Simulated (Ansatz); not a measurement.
# CuNi3: energy against total moment

Method: DFT PBEsol, scalar-relativistic, plane waves, PAW (Ansatz 0.2.0).

```xyz
4
Lattice="1.3952 -1.9872 0.0000 1.3952 1.9872 0.0000 0.0000 0.0000 7.9349" Properties=species:S:1:pos:R:3 pbc="T T T"
Cu    0.0000    0.0000    0.0000
Ni    1.3952    0.0000    5.9140
Ni    0.0000    0.0000    3.9674
Ni    1.3952    0.0000    2.0209
```

```
plane-wave cutoff : 420 eV
Γ-centred k-mesh  : 18×18×6
occupation rule   : Gaussian smearing, 0.1 eV
```

The total moment of the cell is held at each value, at fixed atoms.

Site moments are spin moments in atom-centred spheres that scale with the neighbour distance.

```tsv
held moment (μB/cell)	E above lowest (meV/atom)	P (GPa)	site moments (μB)
0.00	8.5	-7.0	none over 0.05
1.12	0.0	-6.5	Ni +0.34 (×2), Ni +0.49
2.25	20.5	-4.8	Cu +0.07, Ni +0.72 (×2), Ni +0.78
3.38	145.4	-1.8	Cu +0.18, Ni +1.02 (×2), Ni +1.05
4.50	?	?	?
```

Q: Fill in the withheld rows.

A: The withheld rows:

| held moment (μB/cell) | E above lowest (meV/atom) | P (GPa) | site moments (μB) |
| --- | --- | --- | --- |
| 4.50 | 405.1 | 2.6 | Cu +0.33, Ni +1.28 (×2), Ni +1.29 |

Cost: 5 runs of about 11 core-minutes in all, on Arm Neoverse V2 (shared hosts).